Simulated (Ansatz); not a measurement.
Crystals of one structure type (zinc blende) and one family of elements, relaxed and computed with the program Ansatz at the PBE level (PAW).

```json
[
 {"crystal": "CdSe", "gap (eV)": "0.49", "electron conductivity mass (mₑ)": "0.052"},
 {"crystal": "CdTe", "gap (eV)": "0.58", "electron conductivity mass (mₑ)": "?"},
 {"crystal": "CdS", "gap (eV)": "1.04", "electron conductivity mass (mₑ)": "0.12"},
 {"crystal": "ZnSe", "gap (eV)": "1.15", "electron conductivity mass (mₑ)": "0.090"},
 {"crystal": "ZnS", "gap (eV)": "2.02", "electron conductivity mass (mₑ)": "0.17"}
]
```

**Question.** Fit a straight line to ln m* against ln E_g and predict the withheld value.

**Answer.** Least squares on the 4 shown rows: ln m* = 0.82 × ln E_g + (-2.349), with a scatter of 13 %. For CdTe this gives 0.061. The run itself gave 0.053, within the scatter.

All cells were relaxed under the symmetry of their starts (and spin orders); stability against distortions was not tested throughout. Spin–orbit coupling is left out wherever it is not named.

Potentials: the later of the program's two PAW sets.
